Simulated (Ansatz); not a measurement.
Relaxed Os (hcp, Mg type):

```
CELL_PARAMETERS angstrom
      5.50973     0.00000     0.00000
     -1.37743     2.38578     0.00000
      0.00000     0.00000     4.34443
ATOMIC_POSITIONS crystal
  Os 0.16667 0.66667 0.75000
  Os 0.66667 0.66667 0.75000
  Os 0.33333 0.33333 0.25000
  Os 0.83333 0.33333 0.25000
```

A phonon eigenvector at M = (0.5, 0.0, 0.0) is frozen into this cell: atom i moves by Q times the vector below, so Q is the largest atomic displacement, in Å. The cell is held. (q is in reciprocal vectors of the primitive cell; the cell shown is doubled to hold the pattern.)

| atom | x | y | z |
|---|---|---|---|
| Os1 | 0.000 | 0.000 | -1.000 |
| Os2 | 0.000 | 0.000 | 1.000 |
| Os3 | 0.000 | 0.000 | -1.000 |
| Os4 | 0.000 | 0.000 | 1.000 |

Calculation: PBE (plane waves to 420 eV, PAW, scalar-relativistic; Ansatz, a program for electronic structure). k mesh 19×19×11 (Γ-centred), Fermi-Dirac smearing 0.05 eV. E stands for the smeared free energy. Compression counts positive. With partly filled bands, energies and forces of such displacements shift with the k mesh and the smearing. Os is run without spin polarisation. Os was relaxed with its symmetry unable to fall. Spin-orbit coupling is left out, though Os is heavy. The PAW data are Ansatz's earlier set. ΔE is measured from the undisplaced structure.

### Question
Predict the ΔE (meV/cell) and P (GPa) at Q (Å) = -0.280, -0.140, -0.093, -0.047, 0.093, 0.140, 0.187, 0.280.

### Answer
| Q (Å) | ΔE (meV/cell) | P (GPa) |
|---|---|---|
| -0.280 | 2765 | 24.2 |
| -0.140 | 662 | 5.8 |
| -0.093 | 286 | 2.6 |
| -0.047 | 70 | 0.7 |
| 0.093 | 286 | 2.6 |
| 0.140 | 662 | 5.8 |
| 0.187 | 1204 | 10.5 |
| 0.280 | 2765 | 24.2 |

(For displaced atoms, the force is minus the slope of the energy, and its curvature is a force constant, which sets phonon frequencies.)
